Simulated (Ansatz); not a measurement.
MoP:
```
MoP
1.0
    3.00281     0.00000     0.00000
    0.00000     3.00281     0.00000
    0.00000     0.00000     3.00281
Mo P
1 1
Direct
  0.00000   0.00000   0.00000
  0.50000   0.50000   0.50000
```

Relaxed with PBE. Special points in fractions of this cell's reciprocal vectors: Γ (0.000, 0.000, 0.000); X (0.000, 0.500, 0.000); M (0.500, 0.500, 0.000); R (0.500, 0.500, 0.500).

Task: List the band energies nearest the Fermi level at these points for PBE (plane waves, PAW; program Ansatz).

Result: In eV from the Fermi level; about four levels below and three above (degenerate sets whole), none deeper than 8.9 eV; points with the same levels are listed once.

```csv
k,below,above
Γ,-3.90 -3.90,0.32 0.32 0.32
X,-8.14 -2.84 -2.84 -2.71,1.58 2.97 5.04
M,-4.85 -4.85 -3.27 -0.89 -0.89,2.18 2.42 3.07
R,-7.92 -7.10 -7.10 -7.10,3.21 3.21 3.53 3.53 3.53
```

Space group Pm-3m (CsCl type). The cell is a constructed one: a structure type filled with these elements; neither database checked (COD, Materials Project) lists it. COD files the formula under space group No. 187, so this cell is another polymorph or a model. Its standing as an ambient phase is unchecked. The PBE relaxation kept the symmetry of its start; whether a distortion lowers the energy is not shown. The run is not spin-polarised. Spin–orbit coupling is left out wherever it is not named.

Potentials: the earlier of the program's two PAW sets.
